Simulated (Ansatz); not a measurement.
A geometry of Cl$_{2}$ away from equilibrium: the start of the relaxation of a generated cell, Cl2 built in the AFLOW prototype A_oC8_64_f. Method: r2SCAN (plane waves to 500 eV, PAW, scalar-relativistic; Ansatz, a program for electronic structure). Γ-centred k-mesh 7×7×3 on the run's cell (coarser than for final values), Fermi–Dirac smearing 0.05 eV.

```xyz
4
Lattice="3.0352 -1.9868 0.0000 3.0352 1.9868 0.0000 0.0000 0.0000 8.3527" Properties=species:S:1:pos:R:3:forces:R:3 pbc="T T T" free_energy=-4333.597 pressure_GPa=-5.2
Cl     3.0352    -1.3715     0.9814    0.0000   -1.1611   -1.4987
Cl     3.0352     1.3715     7.3713    0.0000    1.1611    1.4987
Cl     3.0352     0.6153     3.1949    0.0000   -1.1611    1.4987
Cl     3.0352    -0.6153     5.1578    0.0000    1.1611   -1.4987
```

Positions in Å, forces in eV/Å, free energy of the cell in eV (comparable only within this code, potentials and settings). Largest force: 1.90 eV/Å, on Cl1, Cl2, Cl3, Cl4 (atoms numbered as listed); the geometry lies 0.22 eV/atom above the end of its relaxation.

No spin polarisation in the result. No dispersion correction is included, so spacings between layers, chains or molecules are soft and tend to come out too large.

The run could not lose the symmetry of its start.
